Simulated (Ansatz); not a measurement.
GaSb:
```yaml
crystal:
  lattice:
    - [3.57873, 0.00000, 0.00000]
    - [0.00000, 3.57873, 0.00000]
    - [0.00000, 0.00000, 3.57873]
  atoms:
    - { symbol: Ga, position: [0.00000, 0.00000, 0.00000] }
    - { symbol: Sb, position: [0.50000, 0.50000, 0.50000] }
```

Relaxed with r²SCAN. Special points in fractions of this cell's reciprocal vectors: Γ (0.000, 0.000, 0.000); X (0.000, 0.500, 0.000); M (0.500, 0.500, 0.000); R (0.500, 0.500, 0.500).

Question: List the band energies nearest the Fermi level at these points for the program Ansatz at the r²SCAN level (PAW).

Answer: In eV from the Fermi level; about four levels below and three above (degenerate sets whole), none deeper than 8.9 eV; … stands for higher levels left out; points with the same levels are listed once.

```
k                                below                above
-  -----------------------------------  -------------------
Γ              -1.86 -0.69 -0.69 -0.69          4.45 4.45 …
X                                -8.38       1.74 1.74 2.64
M              -8.77 -5.25 -5.18 -5.18  2.96 5.40 6.65 6.65
R  -2.63 -2.63 -2.63 -0.69 -0.69 -0.69                    …
```

Space group Pm-3m (CsCl type). The cell is a constructed one: a structure type filled with these elements; neither database checked (COD, Materials Project) lists it. It is not the phase usual at ambient conditions (space group No. 216). Symmetry was held in the r²SCAN relaxation. At this level the phase is mechanically unstable. Spin–orbit coupling is left out wherever it is not named.

Potentials: the earlier of the program's two PAW sets.
